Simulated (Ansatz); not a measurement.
**51V NMR of the central transition in VPO₅**

Cell: a Materials Project structure (computed, not necessarily an observed phase), atoms as given.

Space group C2/c (No. 15); a = 6.6365, b = 8.0908, c = 6.9950 Å, β = 115.34°.

| site | Wyckoff | site symmetry | x | y | z |
| --- | --- | --- | --- | --- | --- |
| V | 4a | -1 | 0.0000 | 0.0000 | 0.5000 |
| P | 4e | 2 | 0.5000 | 0.8278 | 0.7500 |
| O5 | 8f | 1 | 0.4174 | 0.7186 | 0.8843 |
| O9 | 8f | 1 | 0.3087 | 0.9395 | 0.6012 |
| O13 | 4e | 2 | 0.5000 | 0.4367 | 0.7500 |

One atom of each set is listed; the run and its k-mesh use a cell of 14 atoms with edges of 5.23, 5.23, 7.00 Å.

Computed with Ansatz: DFT, PBE, plane waves and PAW, scalar-relativistic, 420 eV cutoff, Γ-centred 5×5×4 k-points, Fermi–Dirac smearing 0.02 eV.

51V has I = 7/2 and Q = -52.00 mb (Pyykkö 2018); at 9.4 T its Larmor frequency is ν₀ = 105.4 MHz. Only the quadrupole interaction is simulated: positions count from each site's isotropic chemical shift, and J coupling is left out, as are shift anisotropy and dipolar coupling, which fast spinning averages.

Simulated pattern of one V site (fast magic-angle spinning, Gaussian broadening 0.3 kHz):

```tsv
offset (kHz)	height
-6.950	0
-6.771	1
-6.592	5
-6.413	8
-6.235	9
-6.056	9
-5.877	9
-5.698	9
-5.519	9
-5.340	10
-5.161	10
-4.982	16
-4.803	29
-4.624	37
-4.445	41
-4.266	45
-4.087	53
-3.908	69
-3.729	94
-3.550	92
-3.372	77
-3.193	69
-3.014	66
-2.835	65
-2.656	65
-2.477	66
-2.298	69
-2.119	75
-1.940	86
-1.761	100
-1.582	93
-1.403	77
-1.224	67
-1.045	61
-0.866	56
-0.688	52
-0.509	42
-0.330	18
-0.151	2
0.028	0
```

Problem. Which |C_Q| and η does the pattern imply?

Solution. The pattern spans 6.24 kHz before broadening and its centre of gravity is at -2.70 kHz, which fixes P_Q; the places of the horns and steps fix η. That gives P_Q = 10.6 MHz, |C_Q| = 10.3 MHz and η = 0.36. The sign of C_Q can't be read from the pattern.

The largest force is 0.4 eV/Å, so the atoms aren't at the calculated equilibrium and relaxing them would move these values.
